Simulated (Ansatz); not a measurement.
ZrO2:
```cif
data_O4Zr2
_chemical_formula_sum 'Zr2 O4'
_space_group_name_H-M_alt 'P42/mnm'
_space_group_IT_number 136
_space_group_name_Hall '-P 4n 2n'
_cell_length_a 4.85132
_cell_length_b 4.85132
_cell_length_c 3.24025
_cell_angle_alpha 90.000
_cell_angle_beta 90.000
_cell_angle_gamma 90.000
loop_
_atom_site_label
_atom_site_type_symbol
_atom_site_symmetry_multiplicity
_atom_site_Wyckoff_symbol
_atom_site_fract_x
_atom_site_fract_y
_atom_site_fract_z
_atom_site_occupancy
Zr1 Zr 2 a 0.00000 0.00000 0.00000 1
O1 O 4 g 0.19429 0.19429 0.50000 1
```

Relaxed with PBEsol. DFT-PBEsol in the program Ansatz with PAW potentials gives a gap of 3.59 eV.

What gap does HSE06 give on the same cell (Ansatz, PAW)?

5.26 eV, 1.67 eV more. The hybrid was solved on a coarser mesh and at special points; the gap given is the minimum over both.

| k | v1 PBEsol | c1 PBEsol | v1 HSE06 | c1 HSE06 |
|---|---|---|---|---|
| Γ | 0.00 | 3.60 | ? | ? |
| Z | -0.84 | 4.88 | ? | ? |
| M | -0.79 | 3.67 | ? | ? |
| A | -0.47 | 4.41 | ? | ? |
| R | -0.93 | 3.59 | -1.00 | 5.26 |
| X | -0.66 | 4.22 | -0.70 | 5.92 |

Top valence (v1) and lowest conduction level (c1) in eV from each method's valence maximum (which need not be a listed point): supply the withheld HSE06 values.


- Γ, v1 HSE06: 0.00
- Γ, c1 HSE06: 5.28
- Z, v1 HSE06: -0.92
- Z, c1 HSE06: 6.61
- M, v1 HSE06: -0.85
- M, c1 HSE06: 5.33
- A, v1 HSE06: -0.52
- A, c1 HSE06: 6.13

Cost on shared cores: the PBEsol run (SCF on a 6×6×9 mesh, then bands and DOS) about 26 core-seconds (a rough figure), the HSE06 run (SCF on 4×4×5, then a few points) about 3 core-minutes (a rough figure); the tasks are unlike.

Space group P4_2/mnm (rutile). The first step of the workflow began from a Materials Project structure, measured or hypothetical; the Crystallography Open Database copy checked does not list it. It is not the phase usual at ambient conditions (space group No. 14). The cell was relaxed with PBEsol under the symmetry of its start; whether a distortion lowers the energy is not shown. No spin polarisation was allowed. Spin–orbit coupling is left out wherever it is not named.

Potentials: the later of the program's two PAW sets.
